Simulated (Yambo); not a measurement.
## Optical response of Hg

```
CELL_PARAMETERS angstrom
     -2.06969     2.06969     1.80226
      2.06969    -2.06969     1.80226
      2.06969     2.06969    -1.80226
ATOMIC_POSITIONS crystal
  Hg 0.00000 0.00000 0.00000
```

Yambo, RPA with local fields on PBEsol bands; 18×18×18 mesh, 46 bands, 4 Ry local-field block, 0.25 eV broadening; field along x.

```tsv
E (eV)	Im ε	Im ε, independent particles
0.6	0.63	0.76
1.0	1.48	1.79
1.4	4.12	4.95
1.8	8.03	9.82
2.1	11.5	14.5
2.5	15.9	19.9
2.9	14.9	18.1
3.2	12.3	14.2
3.6	7.95	8.85
4.0	5.96	6.90
4.4	4.10	4.58
4.8	2.96	3.53
5.1	2.52	3.01
5.5	1.86	2.28
5.9	1.81	2.35
6.2	1.76	2.23
6.6	1.53	1.98
7.0	1.57	2.06
7.4	1.54	2.01
7.8	1.47	1.85
8.1	1.31	1.70
8.5	1.21	1.57
8.9	1.10	1.45
9.2	0.99	1.32
9.6	0.95	1.29
10.0	0.87	1.21
10.4	0.85	1.18
10.8	0.81	1.12
11.1	0.80	1.10
11.5	0.79	1.11
11.9	0.77	1.08
12.2	0.74	1.03
12.6	0.74	1.04
13.0	0.73	1.02
13.4	0.72	1.01
13.8	0.72	1.02
14.1	0.78	1.10
14.5	0.77	1.03
14.9	0.74	0.98
15.2	0.65	0.85
15.6	0.59	0.78
16.0	0.56	0.75
16.4	0.54	0.73
16.8	0.50	0.65
17.1	0.43	0.57
17.5	0.39	0.53
17.9	0.38	0.53
18.2	0.42	0.60
18.6	0.47	0.70
19.0	0.54	0.79
19.4	0.56	0.80
19.8	0.55	0.78
```

Only interband transitions are included: the Drude term is missing, so nothing below about 0.6 eV and no real part is shown. Peak heights and small wiggles depend on the k mesh.

Spin-orbit coupling is left out; for elements this heavy it splits bands near the Fermi level.

Geometry of the Materials Project entry, not relaxed at this level.

The structure is a Materials Project entry; no match was found in the copy of COD used, and its stability was not checked.
